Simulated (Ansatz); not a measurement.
LaGaSi:
```xyz
6
Lattice="-2.1648 2.1648 7.1801 2.1648 -2.1648 7.1801 2.1648 2.1648 -7.1801" Properties=species:S:1:pos:R:3 pbc="T T T"
La     0.0000     2.1648     1.7886
La     0.0000     0.0000    12.5587
Ga     2.1648     0.0000     0.5981
Ga     0.0000     0.0000     4.1882
Si     0.0000     0.0000     6.5882
Si     2.1648     0.0000     2.9981
```

Relaxed with r²SCAN. Special points in fractions of this cell's reciprocal vectors: Γ (0.000, 0.000, 0.000); X (0.000, 0.000, 0.500); P (0.250, 0.250, 0.250); N (0.000, 0.500, 0.000); M (0.500, 0.500, -0.500); S (0.273, 0.727, -0.273); S0 (-0.273, 0.273, 0.273); R (-0.045, 0.045, 0.500); G (0.500, 0.500, -0.045).

Q: List the band energies nearest the Fermi level at these points for the program Ansatz at the r²SCAN level (PAW).

A: In eV from the Fermi level; about four levels below and three above (degenerate sets whole), none deeper than 8.9 eV; points with the same levels are listed once.

```tsv
k	below	above
Γ	-1.82 -1.71 -1.71 -0.33	0.11 0.75 1.32
X	-2.41 -2.41 -1.33 -1.33	1.39 1.39 2.13 2.13
P	-2.41 -2.41 -1.32 -1.32	1.33 1.33 2.22 2.22
N	-1.50 -0.92 -0.26 -0.07	0.25 1.35 1.66
M	-1.81 -1.81 -1.52 -1.52	1.13 1.13 1.57 1.57
S	-2.10 -1.71 -1.39 -0.43	0.13 0.81 1.36
R	-2.41 -2.41 -1.34 -1.34	1.36 1.36 2.13 2.13
```

Space group I4_1md. The first step of the workflow began from a Materials Project structure, measured or hypothetical; the Crystallography Open Database copy checked does not list it. With Ga and Si taken as one species the cell has the higher symmetry I4_1/amd, so it may be an ordered model of a mixed-site phase. Its standing as an ambient phase is unchecked. The cell was relaxed with r²SCAN under the symmetry of its start; its stability against distortions is not shown here. Spin–orbit coupling is left out wherever it is not named.

Potentials: the earlier of the program's two PAW sets.
